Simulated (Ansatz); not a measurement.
BP (zinc blende, F-43m), PBEsol (plane waves, PAW; program Ansatz): ε∞ = 9.30, cell volume 23.09 Å³. Infrared-active transverse modes:

```
ω_TO (cm⁻¹)  oscillator strength S_xx (e²/amu)
-----------  ---------------------------------
811.1                                  0.03959
```

Task: Compute the static dielectric constant.

Result: Each mode adds (4.921e7/V) S/ω²: 0.13. So ε0 = 9.43.

Task: What LO frequency does the Lyddane–Sachs–Teller relation give?

Result: ω_LO = ω_TO √(ε0/ε∞) = 817 cm⁻¹.

The PBEsol relaxation kept the symmetry of its start.

Potentials: the earlier of the program's two PAW sets. The files were generated under PBE; for other functionals the program regenerates the frozen cores, and for LDA and PBEsol the local potential too.
